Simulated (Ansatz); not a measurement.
SrO (rock salt, space group No. 225) at seven volumes, DFT-HSE06 in the program Ansatz with PAW potentials, scaled uniformly. One row is withheld.

```
V (Å³/atom)  P (GPa)
-----------  -------
15.569             ?
16.082          6.58
16.596          3.02
17.109          0.00
17.622         -2.56
18.135         -4.74
18.649         -6.59
```

Q: Fit the shown pressures and predict the withheld one.

A: P = (3/2)B₀(x^(7/2) − x^(5/2))[1 + (3/4)(B′ − 4)(x − 1)] with x = (V₀/V)^(2/3). Least squares on the six rows gives V₀ = 17.109 Å³/atom, B₀ = 92.6 GPa, B′ = 4.45. At V = 15.569, x = 1.0649 and P = 10.78 GPa. The run itself gave 10.78 GPa.

Space group Fm-3m (rock salt). The cell was relaxed with HSE06 under the symmetry of its start.

Potentials: the earlier of the program's two PAW sets.
